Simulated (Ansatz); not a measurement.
**Stiffness of LaZn from strained cells**

```
CELL_PARAMETERS angstrom
3.75000 0.00000 0.00000
0.00000 3.75000 0.00000
0.00000 0.00000 3.75000
ATOMIC_POSITIONS crystal
La 0.50000 0.50000 0.50000
Zn 0.00000 0.00000 0.00000
```

Atom numbers follow the list: La1, Zn2.

The cell comes from COD entry 9008827, which wasn't checked; take it as a given geometry.

Spin–orbit coupling is left out, though it moves levels of the heavy atoms by tenths of an eV or more.

Level of theory: DFT, LDA, all-electron LAPW, scalar-relativistic (Ansatz 0.2.0).

Numerical set-up: a Γ-centred 9×9×9 k mesh, Fermi–Dirac smearing of 0.05 eV, basis error target 1 meV/atom, no spin polarisation.

The unstrained cell is at -4.02 GPa. Large strains and very small stresses are left out. Each strain is applied once, with fractional coordinates held (clamped ions), and σ below is the change of stress, positive in tension. One finite strain gives stress–strain coefficients at this pressure with an error of the order of the strain times third-order constants, a few per cent for each per cent of strain. In a metal the k mesh adds noise of tens of per cent to soft shears.

Task: With equal xy, yz and zx engineering shear strains of -1 %, the run gives σxy = -0.30 GPa and γxy = 2εxy = -0.0100. Which stiffness follows?

Result: C44 (clamped ions) = σxy/γxy = 30 GPa.

Task: Estimate the stiffness probed by this change, and the stress that it gives: equal xy, yz and zx engineering shear strains of +1 %.

Result: σxy = 0.28 GPa and γxy = 2εxy = 0.0100, so C44 (clamped ions) = σxy/γxy = 28 GPa.

Task: The two estimates of C44 (clamped ions) differ. Why, and which value is best?

Result: Finite strains add third-order terms, and in a metal the k mesh adds noise; two strains on one mesh can't tell these apart, so neither value is shown to be the better.
